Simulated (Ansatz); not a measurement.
# Structure relaxation, SnSe

The start is a relaxed SnSe cell displaced along its unstable phonon at q = (½, ½, 0) of its primitive reciprocal cell (123i cm⁻¹), largest move 0.15 Å. Cell shape, volume and atoms are optimised at zero target pressure with PBE (plane waves to 420 eV, PAW, scalar-relativistic; Ansatz, an electronic-structure program). The first steps use a coarse 8×8×4 k-mesh.

Initial structure:
```
CELL_PARAMETERS angstrom
      7.89383     0.00000     0.00000
      3.94692     3.94692     0.00000
      0.00000     0.00000     8.20880
ATOMIC_POSITIONS crystal
  Sn 0.76900 0.50000 0.00000
  Sn 0.23100 0.50000 0.00000
  Sn 0.26900 0.96200 0.50000
  Sn 0.73100 0.03800 0.50000
  Se 0.00000 0.00000 0.25000
  Se 0.50000 0.00000 0.25000
  Se 0.00000 0.00000 0.75000
  Se 0.50000 0.00000 0.75000
```

Problem. How does the volume change?

Solution. +2.9 %, from 31.97 to 32.90 Å³/atom.

Problem. Does it find its way back to the structure it was made from?

Solution. It does not go back: it reaches P4₂/mnm (No. 136), 0.14 eV/atom below the parent.

Problem. How do the shortest distances between atoms change?

Solution. The closest pairs of elements (up to four, under 3.6 Å), start → end: Se–Sn 2.85 → 2.88 Å; Sn–Sn 3.65 → 3.04 Å.

Problem. What band gap does the relaxed structure have at this level?

Solution. No gap (metallic).

Problem. Write out the relaxed structure.

Solution. 
Space group P4₂/mnm (No. 136); a = 5.7953 Å, b = 5.7953 Å, c = 7.8373 Å, α = 90.00°, β = 90.00°, γ = 90.00°

```csv
atom,site,symmetry,x,y,z
Sn,4g,m.2m,0.3147,0.3147,0.5000
Se,4d,-4..,0.0000,0.5000,0.2500
```

Final values are on a 8×8×6 k-mesh of the relaxed cell. No spin polarisation in the result.

The run could not lose the symmetry of its start, so the end can be a saddle point.

The relaxed structure here is a generated cell of SnSe: the first start was made by placing the elements on the sites of a structure type, and the end was not matched to a known phase here, so it may be hypothetical. Known forms of SnSe include space group No. 62.
